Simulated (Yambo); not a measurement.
Optical response of K2TiF6

```
CELL_PARAMETERS angstrom
      5.68506     0.00000     0.00000
     -2.84253     4.92341     0.00000
      0.00000     0.00000     4.59016
ATOMIC_POSITIONS crystal
  F  0.31684 0.15842 0.77230
  F  0.68316 0.84158 0.22770
  F  0.84158 0.15842 0.77230
  F  0.15842 0.84158 0.22770
  F  0.84158 0.68316 0.77230
  F  0.15842 0.31684 0.22770
  K  0.33333 0.66667 0.69779
  K  0.66667 0.33333 0.30221
  Ti 0.00000 0.00000 0.00000
```

Yambo, RPA with local fields on PBEsol bands; 3×3×4 mesh, 111 bands, 3 Ry local-field block, 0.2 eV broadening; field along z.

```tsv
E (eV)	Im ε	Re ε	Im ε, independent particles
0.0	0.00	2.25	0.00
0.5	0.00	2.25	0.00
1.0	0.00	2.26	0.01
1.5	0.01	2.27	0.01
2.0	0.01	2.30	0.02
2.5	0.01	2.33	0.03
3.0	0.02	2.37	0.04
3.5	0.03	2.42	0.07
4.0	0.04	2.50	0.11
4.5	0.07	2.63	0.25
5.0	0.24	2.87	1.15
5.5	0.61	2.75	2.68
6.0	0.79	2.68	1.82
6.5	0.68	2.15	0.71
7.0	0.47	2.15	0.41
7.5	0.23	2.56	0.41
8.0	0.43	3.01	1.33
8.5	0.93	3.34	2.86
9.0	1.05	3.00	1.51
9.5	2.09	3.78	2.60
10.0	3.53	0.72	0.87
10.5	1.14	0.69	0.62
11.0	1.31	1.71	1.10
11.5	1.93	1.39	1.61
12.0	1.27	0.86	1.14
12.5	1.00	0.96	0.89
13.0	0.93	1.04	0.82
13.5	0.81	1.15	0.85
14.0	0.79	1.14	0.87
14.5	0.76	1.15	0.85
15.0	0.67	1.29	0.76
15.5	0.71	1.20	0.82
16.0	0.70	1.23	0.80
16.5	0.62	1.14	0.68
17.0	0.40	1.31	0.50
17.5	0.56	1.54	0.63
18.0	0.62	1.50	0.71
18.5	0.61	1.49	0.72
19.0	0.66	1.79	0.88
19.5	1.02	1.66	1.61
20.0	0.91	1.52	2.23
```

Peak heights and small wiggles depend on the k mesh. Convergence of the RPA response with its 3×3×4 mesh was not tested. No excitonic effects at this level.

Geometry of the Materials Project entry, not relaxed at this level.
